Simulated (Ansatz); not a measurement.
## Antifluorite alloy of Mg2Si and Mg2Sn (4 of 32 Si sites exchanged), 96 atoms

Theory: DFT, PBEsol, PAW, plane waves (Ansatz).

Command:

```sh
ansatz run in.yaml --threads 4 --pin off --max-ram 61750MiB --runs-dir r --events-out ev --progress --plain --backend cuda --devices 0, --max-vram 37GiB
```

The input less its lattice and atoms:

```yaml
crystal:
  symmetry: { detect: false }
kpoints:
  mp_grid: { grid: [1, 1, 1], shift: [0.25, 0.25, 0.25] }
hamiltonian:
  xc: pbesol
scf:
  occupations: { method: fermi_dirac, width: 0.01 }
relax:
  f_tol: 0.03
  max_steps: 80
  escape_saddle: false
  adjacent_minimum: "off"
  cell: { fix: [shape] }
output:
  forces: true
  eigenvalues: true
  populations: true
```

Start:

```
Mg Sn Si
1.0
    12.75010    0.00000    0.00000
     0.00000   12.75010    0.00000
     0.00000    0.00000   12.75010
Mg Sn Si
64 4 28
Direct
  0.37508 0.12500 0.12462
  0.37494 0.12534 0.62314
  0.37517 0.62365 0.12538
  0.37407 0.62567 0.62482
  0.87594 0.12429 0.12364
  0.87477 0.12810 0.62152
  0.87484 0.62537 0.12390
  0.87543 0.62296 0.62670
  0.12649 0.37319 0.12591
  0.12416 0.37220 0.62335
  0.12635 0.87488 0.12535
  0.12468 0.87325 0.62568
  0.62425 0.37717 0.12439
  0.62154 0.37332 0.62340
  0.62244 0.87704 0.12718
  0.62664 0.87618 0.62419
  0.12473 0.12452 0.37330
  0.12416 0.12460 0.87444
  0.12442 0.62555 0.37418
  0.12445 0.62420 0.87283
  0.62501 0.12472 0.37206
  0.62600 0.12369 0.87417
  0.62537 0.62513 0.37529
  0.62474 0.62304 0.87341
  0.12472 0.12582 0.12545
  0.12152 0.12564 0.62374
  0.12648 0.62306 0.12857
  0.12415 0.62325 0.62565
  0.62773 0.12175 0.12711
  0.62666 0.12476 0.62613
  0.62750 0.62412 0.12552
  0.62256 0.62387 0.62521
  0.37955 0.37507 0.37400
  0.37587 0.37445 0.87538
  0.37192 0.87394 0.37562
  0.37423 0.87446 0.87446
  0.87605 0.37831 0.37857
  0.87439 0.37390 0.87363
  0.87615 0.87545 0.37594
  0.87432 0.87367 0.87618
  0.37336 0.37344 0.12353
  0.37692 0.37522 0.62730
  0.37531 0.87468 0.12300
  0.37787 0.87656 0.62675
  0.87437 0.37358 0.12364
  0.87353 0.37349 0.62476
  0.87550 0.87138 0.12481
  0.87596 0.87531 0.62447
  0.37557 0.12375 0.37529
  0.37591 0.12159 0.87653
  0.37411 0.62507 0.37359
  0.37507 0.62498 0.87470
  0.87596 0.12539 0.37525
  0.87344 0.12501 0.87356
  0.87444 0.62541 0.37683
  0.87379 0.62735 0.87303
  0.12738 0.37353 0.37521
  0.12450 0.37625 0.87416
  0.12281 0.87215 0.37472
  0.12497 0.87280 0.87669
  0.62663 0.37463 0.37353
  0.62568 0.37308 0.87672
  0.62495 0.87636 0.37528
  0.62603 0.87787 0.87723
  0.99782 0.99876 0.00107
  0.00013 0.99860 0.49968
  0.25087 0.00044 0.24964
  0.00027 0.75172 0.24951
  0.00238 0.49917 0.00129
  0.00115 0.50218 0.49940
  0.49902 0.99986 0.00118
  0.50196 0.00078 0.49957
  0.49931 0.49795 0.00042
  0.50057 0.50175 0.49953
  0.24925 0.25054 0.99965
  0.25079 0.24912 0.50075
  0.24622 0.74672 0.99891
  0.24627 0.74989 0.50170
  0.74909 0.25219 0.00126
  0.74859 0.25020 0.50303
  0.74781 0.74909 0.00043
  0.74968 0.74916 0.50235
  0.24662 0.00051 0.74811
  0.24888 0.49943 0.25180
  0.25016 0.50035 0.74973
  0.74970 0.00172 0.24848
  0.75176 0.99992 0.74912
  0.75109 0.50202 0.24804
  0.74966 0.50229 0.74950
  0.00254 0.24665 0.25124
  0.00071 0.25244 0.74850
  0.00305 0.74953 0.75057
  0.49872 0.25083 0.25039
  0.50059 0.24901 0.75032
  0.49913 0.75224 0.25036
  0.49983 0.74869 0.75221
```

Steps:

```
 step  energy less the first (eV)  largest force component (eV/Å)  pressure (GPa)
start                       0.000                           0.884            0.27
    1                      -0.764                           0.416           -0.13
    2                      -1.073                           0.028            0.03
    3                      -1.073                           0.028            0.03
```

End:

```
Mg Sn Si
1.0
    12.75596    0.00000    0.00000
     0.00000   12.75596    0.00000
     0.00000    0.00000   12.75596
Mg Sn Si
64 4 28
Cartesian
  4.8588 1.6546 1.5369
  4.7955 1.5901 7.9788
  4.8015 7.9546 1.5903
  4.7908 7.9631 7.9840
  11.1074 1.6493 1.6362
  11.1027 1.6510 8.0261
  11.1027 7.8987 1.5358
  11.1634 7.9583 7.9813
  1.5902 4.8009 1.5900
  1.5901 4.7939 7.9785
  1.6661 11.0916 1.5329
  1.6472 11.1060 8.0259
  7.9699 4.7867 1.6019
  7.9658 4.7842 7.9664
  7.9554 11.1650 1.5928
  7.9587 11.1648 7.9811
  1.5991 1.7079 4.7907
  1.6433 1.6569 11.1107
  1.6453 7.8992 4.8472
  1.5952 7.9511 11.1498
  7.9630 1.5955 4.7878
  7.9652 1.5840 11.1617
  7.9653 7.9609 4.7831
  7.9640 7.9727 11.1620
  1.5977 1.7052 1.5866
  1.6428 1.6536 8.0211
  1.6440 7.8968 1.5317
  1.5902 7.9476 7.9863
  7.9645 1.5933 1.5935
  7.9619 1.5814 7.9743
  7.9655 7.9603 1.5943
  7.9591 7.9708 7.9725
  4.7957 4.7894 4.7847
  4.7827 4.7912 11.1622
  4.8542 11.1105 4.8481
  4.8029 11.1593 11.1491
  11.1622 4.7914 4.7850
  11.1723 4.7914 11.1619
  11.0466 11.1556 4.7898
  11.0973 11.1064 11.1138
  4.7912 4.7874 1.5947
  4.7787 4.7905 7.9713
  4.8550 11.1054 1.5301
  4.8008 11.1584 7.9834
  11.1577 4.7873 1.5938
  11.1669 4.7885 7.9742
  11.0466 11.1517 1.5889
  11.0966 11.1075 8.0224
  4.8523 1.6519 4.8403
  4.7935 1.5856 11.1538
  4.7949 7.9538 4.7890
  4.7909 7.9590 11.1514
  11.1013 1.6470 4.7432
  11.1029 1.6495 11.1051
  11.0985 7.8967 4.8430
  11.1626 7.9552 11.1554
  1.5899 4.7973 4.7874
  1.5883 4.7934 11.1544
  1.6623 11.0868 4.8448
  1.6474 11.1028 11.1079
  7.9697 4.7841 4.7743
  7.9681 4.7828 11.1659
  7.9502 11.1621 4.7889
  7.9582 11.1606 11.1561
  12.7453 0.0076 12.7293
  12.7449 0.0069 6.4029
  3.2379 0.0132 3.1880
  12.7396 9.5149 3.1900
  12.7537 6.3621 12.7389
  12.7535 6.3595 6.3978
  6.3925 12.7553 12.7360
  6.3895 0.0004 6.3964
  6.3807 6.3726 12.7541
  6.3793 6.3732 6.3804
  3.2044 3.2238 12.7400
  3.2071 3.2216 6.3946
  3.2281 9.5235 12.7183
  3.2257 9.5248 6.4179
  9.5484 3.2075 12.7543
  9.5455 3.2062 6.3810
  9.5311 9.5453 12.7404
  9.5288 9.5472 6.3955
  3.2156 0.0012 9.5637
  3.2061 6.3618 3.1894
  3.1923 6.3716 9.5662
  9.5171 0.0122 3.1913
  9.5349 12.7522 9.5695
  9.5510 6.3604 3.1874
  9.5620 6.3756 9.5675
  12.7411 3.2355 3.1896
  12.7558 3.2207 9.5647
  12.7515 9.5348 9.5707
  6.3922 3.2054 3.1910
  6.3774 3.1906 9.5674
  6.3908 9.5451 3.1904
  6.3790 9.5605 9.5690
```

The calculation finished and met its thresholds.

Time: 19 s of wall time on one NVIDIA H100 with 4 processor threads, on a host shared with other runs; peak host memory 1.6 GiB.

Problem. How much energy did the relaxation gain, and which atom moved most?

Solution. 1.07 eV in 3 steps, from a start with small random displacements; atom 39 (Mg) moved 0.13 Å, the median atom 0.04 Å (drift of the whole cell removed).
